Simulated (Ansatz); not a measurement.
BeSe (zinc blende, space group No. 216), the program Ansatz at the PBE level (PAW), all energies at zero smearing, with the estimated change up to a 700 eV cutoff added, with one set of potentials and settings (totals compare only within such a set). Cell of 2 atoms (1 Be, 1 Se): -5563.438 eV.

```csv
element,reference phase,E (eV/atom)
Be,"P6_3/mmc, 2 atoms in the cell",-92.7620
Se,"P3_121, 3 atoms in the cell",-5469.0798
```

Formation energy per atom, worked out: (-5563.438 − 1×(-92.7620) − 1×(-5469.0798))/2 = -0.798 eV/atom (-77 kJ per mol of atoms), at 0 K, without zero-point energy or fitted corrections.

Space group F-43m (zinc blende). The cell was relaxed with PBE under the symmetry of its start. The references are the lowest solids computed at this level, not always the standard phases.

Potentials: the later of the program's two PAW sets.
